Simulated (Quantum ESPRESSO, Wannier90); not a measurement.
## Wannierisation of InP (wurtzite)

Cell from Materials Project (mp-966800), symmetrised, no further relaxation. Not found in the COD (Crystallography Open Database) copy used, which has the formula in other groups; not checked further. Level: PBEsol, no spin polarisation, no spin-orbit coupling; pw.x of Quantum ESPRESSO at 56 Ry with PseudoDojo potentials, 12×12×6 k-points, Wannier90. Density: 12×12×6 mesh, Gaussian smearing 0.01 Ry. Spin-orbit coupling is left out although heavy elements are present.

```
begin unit_cell_cart
ang
    4.1681099369    0.0000000000    0.0000000000
   -2.0840549684    3.6096890911    0.0000000000
    0.0000000000    0.0000000000    6.8399900000
end unit_cell_cart
mp_grid = 12 12 6
```

Problem. Which shells of neighbouring k-points and which b-vectors and weights does Wannier90 pick for this cell and mesh?

Solution. 
```
 *---------------------------------- K-MESH ----------------------------------*
 +----------------------------------------------------------------------------+
 |                    Distance to Nearest-Neighbour Shells                    |
 |                    ------------------------------------                    |
 |          Shell             Distance (Ang^-1)          Multiplicity         |
 |          -----             -----------------          ------------         |
 |             1                   0.145054                      6            |
 |             2                   0.153099                      2            |
 |             3                   0.210903                     12            |
 |             4                   0.251240                      6            |
 |             5                   0.290107                      6            |
 |             6                   0.294213                     12            |
 |             7                   0.306199                      2            |
 |             8                   0.328027                     12            |
       ... (lines left out)
 +----------------------------------------------------------------------------+
 | The b-vectors are chosen automatically                                     |
 | The following shells are used:                       1,  2                 |
 +----------------------------------------------------------------------------+
 |                        Shell   # Nearest-Neighbours                        |
 |                        -----   --------------------                        |
 |                          1               6                                 |
 |                          2               2                                 |
 +----------------------------------------------------------------------------+
 | Completeness relation is fully satisfied [Eq. (B1), PRB 56, 12847 (1997)]  |
 +----------------------------------------------------------------------------+
 |                  b_k Vectors (Ang^-1) and Weights (Ang^2)                  |
 |                  ----------------------------------------                  |
 |            No.         b_k(x)      b_k(y)      b_k(z)        w_b           |
 |            ---        --------------------------------     --------        |
 |             1         0.000000    0.145054    0.000000    15.842404        |
 |             2         0.125620    0.072527    0.000000    15.842404        |
 |             3         0.000000   -0.145054    0.000000    15.842404        |
 |             4         0.125620   -0.072527    0.000000    15.842404        |
 |             5        -0.125620   -0.072527    0.000000    15.842404        |
 |             6        -0.125620    0.072527    0.000000    15.842404        |
 |             7         0.000000    0.000000    0.153099    21.331613        |
 |             8         0.000000    0.000000   -0.153099    21.331613        |
```
